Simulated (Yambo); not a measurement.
SiC (2H, space group P6_3mc, No. 186): how the kernel and the scissor change the optical response along x (Yambo; 15×15×8 mesh, 31 bands, 4 Ry local-field block, 0.2 eV broadening). Axes are Cartesian, with cell vectors (Å) (3.07, 0.00, 0.00), (-1.54, 2.66, 0.00), (0.00, 0.00, 5.05).

| level | ε(0) | highest point of Im ε up to 20 eV |
|---|---|---|
| independent particles on PBE bands | 7.10 | 6.88 eV |
| RPA with local fields on PBE bands | 6.62 | 6.88 eV |
| RPA with local fields on PBE bands shifted by a G0W0 scissor of 0.88 eV | 6.06 | 7.75 eV |
| TDDFT with the long-range kernel (α = 0.55, from Botti's fit to the run's own RPA ε∞) on PBE bands shifted by a G0W0 scissor of 0.88 eV | 7.50 | 6.62 eV |

Energies lie on a grid of 0.125 eV. The kernel's α comes from the scissored RPA value.

Electronic response only. Convergence of the RPA response with its 15×15×8 mesh was not tested. The scissor comes from a G0W0 run whose convergence isn't established.

Geometry of the Materials Project entry, not relaxed at this level; primitive cell a = 3.074 Å, b = 3.074 Å, c = 5.045 Å, α = 90.00°, β = 90.00°, γ = 120.00°.
